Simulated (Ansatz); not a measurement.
Hf (hcp (Mg type), P6_3/mmc) at seven volumes, PBEsol (plane waves, PAW; program Ansatz), shape and atoms relaxed at each. One row is withheld.

```tsv
V (Å³/atom)	P (GPa)
19.662	?
20.310	7.81
20.958	3.64
21.607	0.00
22.255	-3.19
22.903	-6.00
23.551	-8.46
```

**Question.** Fit the shown pressures and predict the withheld one.

**Answer.** Third-order Birch–Murnaghan: P = (3/2)B₀(x^(7/2) − x^(5/2))[1 + (3/4)(B′ − 4)(x − 1)] with x = (V₀/V)^(2/3). Least squares on the six rows gives V₀ = 21.607 Å³/atom, B₀ = 113.7 GPa, B′ = 3.38. At V = 19.662, x = 1.0649 and P = 12.56 GPa. The run itself gave 12.57 GPa.

The PBEsol relaxation kept the symmetry of its start. No spin polarisation was allowed. Spin–orbit coupling is left out wherever it is not named.

Potentials: the earlier of the program's two PAW sets. The files were generated under PBE; for other functionals the program regenerates the frozen cores, and for LDA and PBEsol the local potential too.
